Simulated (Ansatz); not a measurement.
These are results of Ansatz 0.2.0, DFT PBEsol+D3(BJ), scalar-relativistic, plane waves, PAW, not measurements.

Structure of P:

```yaml
crystal:
  lattice:
    - [1.67473, -4.94785, 0.00000]
    - [1.67473, 4.94785, 0.00000]
    - [0.00000, 0.00000, 3.83068]
  atoms:
    - { symbol: P, position: [0.88884, 0.11116, 0.05697] }
    - { symbol: P, position: [0.61116, 0.38884, 0.55697] }
    - { symbol: P, position: [0.11116, 0.88884, 0.94303] }
    - { symbol: P, position: [0.38884, 0.61116, 0.44303] }
```

Plane waves to 420 eV, a k mesh through Γ of 14×14×12 on the computed 4-atom cell and Gaussian smearing (0.10 eV); no spin polarisation.

Levels along Γ–Y–C0 | Σ0–Γ–Z–A0 | E0–T–Y | Γ–S–R–Z–T, in eV from the Fermi level, sorted by energy at each point. Points in fractions of the primitive reciprocal vectors: Γ (0.000 0.000 0.000), Y (-0.500 0.500 0.000), C0 (-0.279 0.721 0.000), Σ0 (0.279 0.279 0.000), Z (0.000 0.000 0.500), A0 (0.279 0.279 0.500), E0 (-0.279 0.721 0.500), T (-0.500 0.500 0.500), S (0.000 0.500 0.000), R (0.000 0.500 0.500).
```tsv
point	k (1/Å, with 2π)	band 7	band 8	band 9	band 10	band 11	band 12	band 13
Γ	0.000	-3.51	-3.06	-2.75	-1.18	1.29	1.76	1.81
-	0.091	-3.58	-3.00	-2.82	-1.07	1.13	1.80	1.98
-	0.181	-3.77	-3.00	-2.87	-0.79	0.86	1.82	2.26
-	0.272	-4.00	-3.20	-2.69	-0.40	0.62	1.60	2.50
-	0.363	-4.23	-3.29	-2.50	-0.01	0.47	1.01	2.65
-	0.454	-4.41	-3.10	-2.34	0.13	0.22	0.60	2.69
-	0.544	-4.53	-2.65	-2.23	-0.58	0.08	0.90	2.66
Y	0.635	-4.57	-2.31	-2.19	-1.03	0.05	1.03	2.63
-	0.754	-4.63	-2.41	-2.27	-0.98	0.24	1.01	2.95
-	0.872	-4.91	-2.81	-2.16	-0.85	0.04	1.64	2.68
-	0.991	-5.07	-3.01	-1.98	-0.62	-0.61	1.80	2.81
-	1.109	-4.82	-2.98	-1.75	-1.33	-0.30	0.94	1.91
-	1.228	-4.54	-2.85	-2.01	-1.53	0.10	0.24	1.10
-	1.347	-4.06	-2.75	-2.48	-1.49	-0.10	0.51	0.59
C0	1.465	-3.52	-2.83	-2.62	-1.66	0.06	0.27	1.14
Σ0	1.465	-3.52	-2.83	-2.62	-1.66	0.06	0.27	1.14
-	1.615	-3.24	-2.77	-2.40	-1.72	0.54	0.64	1.06
-	1.764	-3.81	-2.13	-2.08	-1.45	0.79	1.20	1.38
-	1.913	-4.37	-2.12	-1.66	-1.12	1.10	1.55	2.00
-	2.063	-4.83	-2.31	-1.67	-0.93	1.88	2.27	2.31
-	2.212	-4.96	-2.54	-1.94	-0.91	2.02	2.85	2.92
-	2.361	-4.48	-2.69	-2.43	-1.05	1.73	1.83	2.27
Γ	2.511	-3.51	-3.06	-2.75	-1.18	1.29	1.76	1.81
-	2.628	-4.12	-3.03	-2.18	-1.36	1.13	1.85	2.17
-	2.745	-4.26	-2.97	-1.81	-1.42	1.19	1.91	2.81
-	2.862	-4.04	-2.89	-2.25	-0.75	1.50	1.81	2.45
-	2.979	-3.86	-2.81	-2.23	-0.17	1.44	1.84	1.86
-	3.097	-3.59	-2.79	-1.72	0.35	0.91	1.42	1.97
-	3.214	-3.30	-2.86	-1.09	0.21	0.91	1.25	1.70
Z	3.331	-3.04	-3.04	-0.43	-0.43	1.35	1.35	1.37
-	3.480	-3.71	-3.71	-0.69	-0.69	1.09	1.09	2.64
-	3.630	-4.79	-4.79	-1.86	-1.86	2.29	2.29	3.98
-	3.779	-5.08	-5.08	-3.05	-3.05	3.57	3.57	4.92
-	3.928	-5.14	-5.14	-3.79	-3.79	4.32	4.32	4.60
-	4.078	-5.75	-5.75	-3.64	-3.64	3.52	3.52	5.08
-	4.227	-5.63	-5.63	-3.12	-3.12	2.78	2.78	4.54
A0	4.376	-4.86	-4.86	-2.54	-2.54	2.19	2.19	3.94
E0	4.376	-4.86	-4.86	-2.54	-2.54	2.19	2.19	3.94
-	4.495	-4.13	-4.13	-2.13	-2.13	1.85	1.85	3.65
-	4.614	-3.36	-3.36	-1.79	-1.79	1.59	1.59	3.63
-	4.732	-2.68	-2.68	-1.46	-1.46	1.38	1.38	3.79
-	4.851	-2.30	-2.30	-0.97	-0.97	1.22	1.22	2.93
-	4.970	-2.19	-2.19	-0.48	-0.48	1.23	1.23	1.89
-	5.088	-2.21	-2.21	-0.58	-0.58	1.17	1.17	1.72
T	5.207	-2.27	-2.27	-0.89	-0.89	1.02	1.02	2.17
-	5.324	-2.58	-2.23	-1.22	-0.29	0.59	1.40	1.88
-	5.441	-2.68	-2.53	-1.09	0.25	0.29	1.40	1.82
-	5.558	-3.25	-2.32	-0.92	0.08	0.30	1.41	2.00
-	5.675	-3.55	-2.22	-0.90	-0.46	0.11	1.77	1.89
-	5.793	-3.85	-2.19	-1.33	-0.97	0.16	1.27	2.32
-	5.910	-4.22	-2.19	-2.04	-1.01	0.11	1.07	2.56
Y	6.027	-4.57	-2.31	-2.19	-1.03	0.05	1.03	2.63
Γ	6.027	-3.51	-3.06	-2.75	-1.18	1.29	1.76	1.81
-	6.168	-4.33	-2.72	-2.51	-1.04	1.60	1.82	2.23
-	6.310	-4.87	-2.64	-2.16	-0.79	1.99	2.52	3.02
-	6.451	-4.86	-2.52	-2.03	-0.74	1.93	2.38	2.70
-	6.593	-4.43	-2.37	-2.01	-1.09	1.08	2.04	2.43
-	6.734	-3.90	-2.27	-2.08	-1.78	0.40	1.59	1.92
-	6.876	-3.33	-2.47	-2.35	-2.26	0.14	1.01	1.39
S	7.017	-2.85	-2.85	-2.48	-2.48	0.40	0.40	1.39
-	7.134	-3.23	-3.23	-2.24	-2.24	0.37	0.37	1.91
-	7.252	-3.64	-3.64	-2.35	-2.35	0.92	0.92	2.73
-	7.369	-4.11	-4.11	-2.55	-2.55	1.94	1.94	2.70
-	7.486	-4.70	-4.70	-2.57	-2.57	2.21	2.21	3.22
-	7.603	-5.32	-5.32	-2.48	-2.48	1.79	1.79	4.49
-	7.720	-5.86	-5.86	-2.38	-2.38	1.48	1.48	5.64
R	7.837	-6.14	-6.14	-2.34	-2.34	1.36	1.36	6.17
-	7.979	-5.72	-5.72	-2.59	-2.59	1.73	1.73	5.90
-	8.120	-5.07	-5.07	-3.08	-3.08	2.59	2.59	5.23
-	8.262	-4.65	-4.65	-3.23	-3.23	3.52	3.52	4.46
-	8.403	-4.81	-4.81	-2.57	-2.57	3.16	3.16	4.49
-	8.544	-4.58	-4.58	-1.56	-1.56	2.00	2.00	3.70
-	8.686	-3.60	-3.60	-0.60	-0.60	1.02	1.02	2.51
Z	8.828	-3.04	-3.04	-0.43	-0.43	1.35	1.35	1.37
-	8.918	-3.05	-3.05	-0.46	-0.46	1.39	1.39	1.41
-	9.009	-3.07	-3.07	-0.53	-0.53	1.49	1.49	1.52
-	9.100	-3.11	-3.11	-0.62	-0.62	1.64	1.64	1.64
-	9.190	-3.14	-3.14	-0.71	-0.71	1.68	1.68	1.82
-	9.281	-3.10	-3.10	-0.79	-0.79	1.53	1.53	2.00
-	9.372	-2.52	-2.52	-0.86	-0.86	1.20	1.20	2.12
T	9.462	-2.27	-2.27	-0.89	-0.89	1.02	1.02	2.17
```

Cost: 1 run of about 1.3 core-minutes, on Intel Xeon 6975P-C (Granite Rapids) (shared hosts).